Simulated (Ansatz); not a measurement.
## Zincblende alloy of CdTe and MgTe (20 of 32 Cd sites exchanged), 64 atoms

These are results of DFT, PBEsol, PAW, plane waves (Ansatz 0.2.0), not measurements.

Command:

```sh
ansatz run in.yaml --threads 4 --pin off --max-ram 42750MiB --runs-dir r --events-out ev --progress --plain --backend cuda --devices 0, --max-vram 37GiB
```

The input less its lattice and atoms:

```yaml
crystal:
  symmetry: { detect: false }
kpoints:
  mp_grid: { grid: [1, 1, 1], shift: [0.25, 0.25, 0.25] }
hamiltonian:
  xc: pbesol
scf:
  occupations: { method: fermi_dirac, width: 0.01 }
relax:
  f_tol: 0.03
  max_steps: 80
  escape_saddle: false
  adjacent_minimum: "off"
  cell: { fix: [shape] }
output:
  forces: true
  eigenvalues: true
  populations: true
```

Start:

```
Mg Te Cd
1.0
    12.91597    0.00000    0.00000
     0.00000   12.91597    0.00000
     0.00000    0.00000   12.91597
Mg Te Cd
20 32 12
Direct
  0.00225 0.00041 0.00038
  0.00030 0.00239 0.49918
  0.00130 0.49720 0.00000
  0.00052 0.49963 0.50214
  0.50078 0.00242 0.00084
  0.49950 0.99784 0.50050
  0.50265 0.50010 0.99846
  0.50094 0.50107 0.50000
  0.25061 0.75132 0.99916
  0.24963 0.75066 0.50210
  0.74877 0.99800 0.25031
  0.75031 0.99913 0.75125
  0.75041 0.49819 0.75220
  0.99954 0.25226 0.25015
  0.00047 0.24967 0.74942
  0.99819 0.74822 0.25006
  0.00187 0.74701 0.75169
  0.49836 0.24759 0.24936
  0.50369 0.25115 0.74808
  0.49929 0.74973 0.25197
  0.12758 0.12313 0.12419
  0.12630 0.12592 0.62465
  0.12392 0.62731 0.12635
  0.12596 0.62860 0.62482
  0.62143 0.12498 0.12649
  0.62617 0.12463 0.62806
  0.62540 0.62475 0.12393
  0.62418 0.62590 0.62335
  0.37421 0.37550 0.12676
  0.37469 0.37543 0.62386
  0.37202 0.87687 0.12514
  0.37490 0.87684 0.62537
  0.87274 0.37341 0.12624
  0.87603 0.37776 0.62394
  0.87563 0.87403 0.12307
  0.87570 0.87645 0.62508
  0.37609 0.12466 0.37294
  0.37272 0.12512 0.87230
  0.37409 0.62450 0.37885
  0.37700 0.62638 0.87648
  0.87562 0.12362 0.37549
  0.87486 0.12502 0.87627
  0.87636 0.62490 0.37348
  0.87470 0.62669 0.87272
  0.12387 0.37380 0.37298
  0.12624 0.37368 0.87411
  0.12544 0.87451 0.37411
  0.12472 0.87488 0.87406
  0.62586 0.37501 0.37385
  0.62580 0.37381 0.87348
  0.62519 0.87561 0.37371
  0.62541 0.87412 0.87349
  0.24965 0.24949 0.00221
  0.24987 0.24669 0.49942
  0.75114 0.25140 0.99946
  0.74766 0.24911 0.49761
  0.75086 0.75088 0.99975
  0.75014 0.75194 0.49918
  0.24784 0.99865 0.24922
  0.24834 0.99907 0.75108
  0.25023 0.49979 0.25292
  0.25139 0.49898 0.75470
  0.74997 0.49992 0.24621
  0.50187 0.75095 0.74983
```

Steps:

| step | energy less the first (eV) | largest force component (eV/Å) | pressure (GPa) |
| --- | --- | --- | --- |
| start | 0.000 | 0.459 | 0.08 |
| 1 | -0.261 | 0.025 | 0.00 |
| 2 | -0.261 | 0.025 | 0.00 |

A structure on the way, about -0.26 eV from the start:

```xyz
64
Lattice="12.9144 0.0000 0.0000 0.0000 12.9144 0.0000 0.0000 0.0000 12.9144" Properties=species:S:1:pos:R:3 pbc="T T T"
Mg    0.0088   12.9124   12.9043
Mg   12.9093   12.9127    6.4438
Mg    0.0100    6.4597   12.9088
Mg    0.0056    6.4523    6.4674
Mg    6.4530    0.0039    0.0033
Mg    6.4597   12.9068    6.4600
Mg    6.4701    6.4507   12.9085
Mg    6.4566    6.4570    6.4521
Mg    3.2228    9.6931    0.0040
Mg    3.2187    9.6823    6.4583
Mg    9.6777   12.9086    3.2256
Mg    9.6894    0.0008    9.6791
Mg    9.6884    6.4557    9.6892
Mg   12.9113    3.2259    3.2289
Mg   12.9110    3.2280    9.6745
Mg   12.9138    9.6821    3.2244
Mg    0.0011    9.6723    9.6826
Mg    6.4514    3.2165    3.2214
Mg    6.4594    3.2209    9.6730
Mg    6.4510    9.6850    3.2295
Te    1.5910    1.6113    1.6127
Te    1.5868    1.6074    8.0664
Te    1.6019    8.0818    1.6004
Te    1.6102    8.0758    8.0672
Te    8.0618    1.6031    1.6203
Te    8.0653    1.6002    8.0777
Te    8.0553    8.0743    1.6087
Te    8.0761    8.0476    8.0663
Te    4.8665    4.8562    1.6225
Te    4.8621    4.8475    8.0760
Te    4.8540   11.2868    1.5997
Te    4.8370   11.2952    8.0482
Te   11.3228    4.8485    1.6100
Te   11.3090    4.8566    8.0828
Te   11.3195   11.3209    1.6279
Te   11.3215   11.3184    8.0900
Te    4.8635    1.6050    4.8443
Te    4.8650    1.6154   11.2970
Te    4.8569    8.0903    4.8619
Te    4.8565    8.0849   11.3314
Te   11.3022    1.6005    4.8229
Te   11.3127    1.6050   11.2870
Te   11.3258    8.0760    4.8532
Te   11.3075    8.0578   11.2897
Te    1.5911    4.8369    4.8407
Te    1.5932    4.8293   11.2994
Te    1.6000   11.2851    4.8500
Te    1.6000   11.2809   11.3030
Te    8.0474    4.8376    4.8306
Te    8.0627    4.8450   11.2811
Te    8.0590   11.3056    4.8284
Te    8.0777   11.3266   11.3041
Cd    3.2433    3.2285    0.0141
Cd    3.2346    3.2240    6.4615
Cd    9.6906    3.2329   12.9137
Cd    9.6864    3.2289    6.4516
Cd    9.7036    9.6959    0.0038
Cd    9.6945    9.7037    6.4677
Cd    3.2292   12.9063    3.2297
Cd    3.2280    0.0012    9.6924
Cd    3.2277    6.4707    3.2424
Cd    3.2429    6.4631    9.7071
Cd    9.6937    6.4681    3.2355
Cd    6.4730    9.6945    9.6807
```

End:

```xyz
64
Lattice="12.9144 0.0000 0.0000 0.0000 12.9144 0.0000 0.0000 0.0000 12.9144" Properties=species:S:1:pos:R:3 pbc="T T T"
Mg    0.0088   12.9124   12.9043
Mg   12.9093   12.9127    6.4438
Mg    0.0100    6.4597   12.9087
Mg    0.0056    6.4523    6.4674
Mg    6.4530    0.0039    0.0033
Mg    6.4597   12.9068    6.4600
Mg    6.4701    6.4507   12.9085
Mg    6.4566    6.4570    6.4521
Mg    3.2228    9.6931    0.0040
Mg    3.2187    9.6823    6.4583
Mg    9.6777   12.9086    3.2257
Mg    9.6894    0.0008    9.6791
Mg    9.6884    6.4557    9.6892
Mg   12.9113    3.2259    3.2289
Mg   12.9110    3.2280    9.6745
Mg   12.9138    9.6821    3.2244
Mg    0.0011    9.6723    9.6826
Mg    6.4514    3.2165    3.2214
Mg    6.4594    3.2209    9.6730
Mg    6.4510    9.6850    3.2295
Te    1.5910    1.6113    1.6127
Te    1.5868    1.6075    8.0664
Te    1.6019    8.0818    1.6004
Te    1.6102    8.0758    8.0672
Te    8.0618    1.6031    1.6203
Te    8.0653    1.6002    8.0777
Te    8.0553    8.0743    1.6087
Te    8.0761    8.0476    8.0663
Te    4.8664    4.8562    1.6225
Te    4.8621    4.8475    8.0760
Te    4.8540   11.2868    1.5997
Te    4.8370   11.2952    8.0482
Te   11.3228    4.8484    1.6100
Te   11.3090    4.8566    8.0828
Te   11.3195   11.3209    1.6279
Te   11.3215   11.3184    8.0900
Te    4.8635    1.6050    4.8443
Te    4.8650    1.6154   11.2970
Te    4.8569    8.0903    4.8619
Te    4.8565    8.0849   11.3314
Te   11.3022    1.6005    4.8229
Te   11.3127    1.6050   11.2870
Te   11.3258    8.0760    4.8532
Te   11.3075    8.0578   11.2897
Te    1.5911    4.8369    4.8407
Te    1.5932    4.8293   11.2994
Te    1.6000   11.2851    4.8500
Te    1.6000   11.2809   11.3030
Te    8.0474    4.8376    4.8306
Te    8.0627    4.8450   11.2811
Te    8.0590   11.3056    4.8284
Te    8.0777   11.3266   11.3041
Cd    3.2433    3.2285    0.0141
Cd    3.2346    3.2240    6.4615
Cd    9.6906    3.2329   12.9137
Cd    9.6864    3.2289    6.4516
Cd    9.7036    9.6959    0.0039
Cd    9.6945    9.7037    6.4677
Cd    3.2292   12.9063    3.2297
Cd    3.2280    0.0012    9.6924
Cd    3.2277    6.4707    3.2424
Cd    3.2429    6.4631    9.7071
Cd    9.6937    6.4681    3.2355
Cd    6.4730    9.6945    9.6807
```

The run converged.

Time: 10 s of wall time on one NVIDIA H100 with 4 processor threads, on a host shared with other runs; peak host memory 1.8 GiB.

Q: How much energy did the relaxation gain, and which atom moved most?

A: 0.26 eV in 2 steps, from a start with small random displacements; atom 31 (Te) moved 0.06 Å, the median atom 0.03 Å (drift of the whole cell removed).
